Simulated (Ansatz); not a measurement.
Input, command and steps of an Ansatz relaxation.

```yaml
crystal:
  lattice:
    - [2.9265984334, 0.0, 0.0]
    - [-1.4632992167, 2.53450859, 0.0]
    - [0.0, 0.0, 3.1926878352]
  atoms:
    - { symbol: B, position: [0.3333333333, 0.6666666667, 0.5] }
    - { symbol: B, position: [0.6666666667, 0.3333333333, 0.5] }
    - { symbol: W, position: [0.0, 0.0, 0.0] }
basis:
  ecutwfc: 420
kpoints:
  mp_grid: { grid: [18, 18, 12] }
hamiltonian:
  xc: pbesol
scf:
  occupations: { method: gaussian, width: 0.1 }
output:
  forces: true
  stress: true
  eigenvalues: true
relax:
  adjacent_minimum: "off"
  f_tol: 0.01
  max_steps: 30
  cell: { stress_tol: 0.1, fix: [volume] }
```

```bash
ansatz run input.yaml --threads 1 --pin off --max-ram 2560MiB --backend cpu --events-out ev --progress --plain --runs-dir out
```

These are results of Ansatz 0.2.0, DFT PBEsol, scalar-relativistic, plane waves, PAW, not measurements.

The volume is held at 0.91 times that of the relaxed cell.

Of 4 frames 3 are shown, positions in Å and forces in eV/Å; the SCF threshold varies from step to step. Steps run on the plane waves of an earlier cell, with a Pulay correction in the pressure. The basis is chosen afresh for the last frame, the zero of the energies, and at times for earlier ones too; energy and pressure step there, also at an unchanged geometry.

```xyz
3
Lattice="2.9266 0.0000 0.0000 -1.4633 2.5345 0.0000 0.0000 0.0000 3.1927" Properties=species:S:1:pos:R:3:forces:R:3 pbc="T T T" step=1 free_energy_over_end_meV_per_atom=0.10 pressure_GPa=38.76
B     0.0000    1.6897    1.5963    0.0000    0.0000    0.0000
B     1.4633    0.8448    1.5963    0.0000    0.0000    0.0000
W     0.0000    0.0000    0.0000    0.0000    0.0000    0.0000
3
Lattice="2.9289 0.0000 0.0000 -1.4644 2.5365 0.0000 0.0000 0.0000 3.1878" Properties=species:S:1:pos:R:3:forces:R:3 pbc="T T T" step=2 free_energy_over_end_meV_per_atom=0.03 pressure_GPa=38.71
B     0.0000    1.6910    1.5939    0.0000    0.0000    0.0000
B     1.4644    0.8455    1.5939    0.0000    0.0000    0.0000
W     0.0000    0.0000    0.0000    0.0000    0.0000    0.0000
3
Lattice="2.9318 0.0000 0.0000 -1.4659 2.5390 0.0000 0.0000 0.0000 3.1814" Properties=species:S:1:pos:R:3:forces:R:3 pbc="T T T" step=4 free_energy_over_end_meV_per_atom=0.00 pressure_GPa=38.65
B     0.0000    1.6927    1.5907    0.0000    0.0000    0.0000
B     1.4659    0.8463    1.5907    0.0000    0.0000    0.0000
W     0.0000    0.0000    0.0000    0.0000    0.0000    0.0000
```

It took 23 s on 1 thread of Arm Neoverse V1, with other jobs on the host, peak memory 0.37 GiB.

Spin–orbit coupling is left out, which can shift energies with elements as heavy as these.